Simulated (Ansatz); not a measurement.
The elements of this relaxed trial crystal are hidden behind letters.

```
lattice vectors (Å)
   4.0532    0.0000    0.0000
   0.0000    4.0532    0.0000
   0.0000    0.0000    5.0617
fractional positions
X 0.0000 0.0000 0.0000
Z 0.5000 0.5000 0.5000
Q 0.5000 0.0000 0.7337
Q 0.0000 0.5000 0.2663
Q 0.5000 0.0000 0.2663
Q 0.0000 0.5000 0.7337
```

All numbers below come from DFT PBE, scalar-relativistic, plane waves, PAW, and for the lanthanide a 4f-in-core norm-conserving potential, in Ansatz. Settings of the last relaxation (6-atom cell): 660 eV, 10×10×8 k points, Gaussian smearing of 0.10 eV, collinear spin.

```
Space group                                : P4/mmm (No. 123)
Conventional cell                          : a = 4.053 Å, c = 5.062 Å
Volume per atom                            : 13.86 Å³
Density                                    : 6.31 g/cm³
Energy over the elements                   : −0.93 eV/atom
Gap on the 10×10×8 mesh of the 6-atom cell : 0 eV (a metal)
Net moment per atom                        : 0.58 μB
```

Energies are uncorrected and count from the elements' standard states at the same level.

**Question.** X is a lanthanide, Z is a d-block element of period 5 and Q is a p-block element of period 2. Which elements are they?

**Answer.** X = Nd, Z = Ag, Q = O, so the formula is NdAgO4. Density times volume gives a mean mass of 6.31 × 13.86/1.6605 = 52.7 u per atom, and this set has 52.7 u. Around Nd lie 8 O at 2.43 Å; Ag has 8 O at 2.35 Å; around O lie 2 Ag at 2.35 Å, 1 O at 2.37 Å, 2 Nd at 2.43 Å, 1 O at 2.70 Å and 4 O at 2.87 Å. Other sets within the hints have nearly the same mass, so mass alone doesn't settle it; this one was computed.

The magnetic state reached may not be the lowest. Symmetry constrained the relaxation, so the result can be a saddle point.

The lanthanide is trivalent by construction, without f bands, f moments or other valences. The reference runs of the other elements, and any phases without the lanthanide, used 420 eV, which shifts energies against them by under 10 meV/atom. The lanthanide's reference is the lowest of its hcp, dhcp and fcc cells.
